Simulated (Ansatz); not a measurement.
Cu₂O (cuprite type, space group Pn-3m)

```
Cu2O
1.0
    4.22235     0.00000     0.00000
    0.00000     4.22235     0.00000
    0.00000     0.00000     4.22235
Cu O
4 2
Direct
  0.75000   0.75000   0.75000
  0.75000   0.25000   0.25000
  0.25000   0.75000   0.25000
  0.25000   0.25000   0.75000
  0.00000   0.00000   0.00000
  0.50000   0.50000   0.50000
```

The slice is a {110} plane (indices of the conventional cell) through the point (0.750, 0.750, 0.750) (fractional), spanned by u = [100] and v = [011] in vectors of this cell: u (4.22 Å) and v (5.97 Å, at 90° to u). It covers one period; positions are fractions (u, v).

Calculation: PBEsol (plane waves to 420 eV, PAW, scalar-relativistic; Ansatz, a first-principles code). k mesh 8×8×8. These are valence fields of a PAW run, semicore shells included where kept as valence: close to a nucleus they are smooth pseudo fields. Cu2O is run without spin polarisation. Cu2O was relaxed with its symmetry unable to fall.

**Question.** Around which element is the density of the lowest conduction band (whole band as if filled, smooth part) largest on this plane?

**Answer.** O. Mean over a disc round each atom, of radius 0.45 times the shortest bond: O 0.088, Cu 0.019 e/Å³.

**Question.** The ELF has a maximum in the middle third of the Cu–O line. Where, and how high?

**Answer.** 0.83, 1.2 Å from Cu.

**Question.** What is the ELF at the midpoint of the shortest Cu–O line in this plane (1.83 Å)?

**Answer.** 0.24.

**Question.** Predict the map of the electron localisation function (ELF) on the slice.

**Answer.** 
| v \ u | 0.00 | 0.09 | 0.17 | 0.26 | 0.35 | 0.43 | 0.52 | 0.61 | 0.70 | 0.78 | 0.87 | 0.96 |
|---|---|---|---|---|---|---|---|---|---|---|---|---|
| 0.88 | 0.16 | 0.19 | 0.18 | 0.17 | 0.10 | 0.08 | 0.16 | 0.47 | 0.70 | 0.71 | 0.26 | 0.13 |
| 0.75 | 0.33 | 0.12 | 0.12 | 0.14 | 0.12 | 0.13 | 0.46 | 0.80 | x | x | 0.79 | 0.60 |
| 0.62 | 0.16 | 0.19 | 0.18 | 0.17 | 0.10 | 0.08 | 0.16 | 0.47 | 0.70 | 0.71 | 0.26 | 0.13 |
| 0.50 | x | x | 0.21 | 0.13 | 0.09 | 0.04 | 0.03 | 0.06 | 0.11 | 0.16 | 0.31 | x |
| 0.38 | 0.16 | 0.14 | 0.52 | 0.74 | 0.62 | 0.30 | 0.09 | 0.09 | 0.14 | 0.17 | 0.19 | 0.19 |
| 0.25 | 0.33 | 0.78 | x | x | 0.74 | 0.71 | 0.23 | 0.11 | 0.13 | 0.13 | 0.11 | 0.17 |
| 0.12 | 0.16 | 0.14 | 0.52 | 0.74 | 0.62 | 0.30 | 0.09 | 0.09 | 0.14 | 0.17 | 0.19 | 0.19 |
| 0.00 | x | x | 0.21 | 0.13 | 0.09 | 0.04 | 0.03 | 0.06 | 0.11 | 0.16 | 0.31 | x |

Values: electron localisation function (ELF). Points within 0.4 Å of a nucleus are blanked (x), as the pseudised field means little there.
